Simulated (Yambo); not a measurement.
Convergence of the G0W0 gap of CuI

G0W0@PBEsol for CuI (wurtzite, space group P6_3mc, No. 186) in Yambo. Reference settings: 3×3×2 Γ-centred k mesh, bands 17 to 248 and a 6 Ry block in the screening, 248 bands in G with the Bruneval-Gonze terminator, plasmon pole fitted at 27.2 eV. The PBEsol gap Γ → Γ on this mesh is 1.03 eV; G0W0 gaps are taken between the same points.

| change from the reference | G0W0 gap Γ → Γ (eV) | shift of the valence edge (eV) | rough Yambo cost |
|---|---|---|---|
| reference settings | 2.05 | -0.56 | 1 |
| 110 bands in W, 110 bands in G | 2.29 | -0.42 | about 1/2 |
| 168 bands in W, 168 bands in G | 2.13 | -0.51 | within a factor of two |
| 110 bands in G | 2.13 | -0.50 | – |
| 168 bands in G | 2.08 | -0.55 | – |
| 130 bands in W | 2.17 | -0.49 | within a factor of two |
| 2 Ry block | 2.58 | -0.98 | within a factor of two |
| 3 Ry block | 2.27 | -0.75 | within a factor of two |
| 5 Ry block | 2.07 | -0.57 | within a factor of two |
| pole fitted at 55 eV | 2.03 | -0.59 | – |
| no random integration | 2.00 | -0.36 | – |
| 3×3×1 mesh | 1.95 | -0.47 | about 1/3 |
| 168 bands in G, no terminator | 2.02 | -0.25 | – |
| 110 bands in G, no terminator | 2.11 | -0.03 | – |
| no terminator | 1.98 | -0.37 | – |

The reference isn't shown to be the converged limit. Costs are rough (shared machines), scaled to the same edge states, and given only for runs that recompute the screening.

The filled Cu 3d shell has no Hubbard U; semilocal functionals place it too high.

Spin-orbit coupling is included.

Geometry relaxed with PBEsol; primitive cell a = b = 4.1819 Å, c = 6.8976 Å, α = β = 90.00°, γ = 120.00°.

This is not the ordinary phase of the substance.

A shift is the quasiparticle energy of the state minus its PBEsol energy.
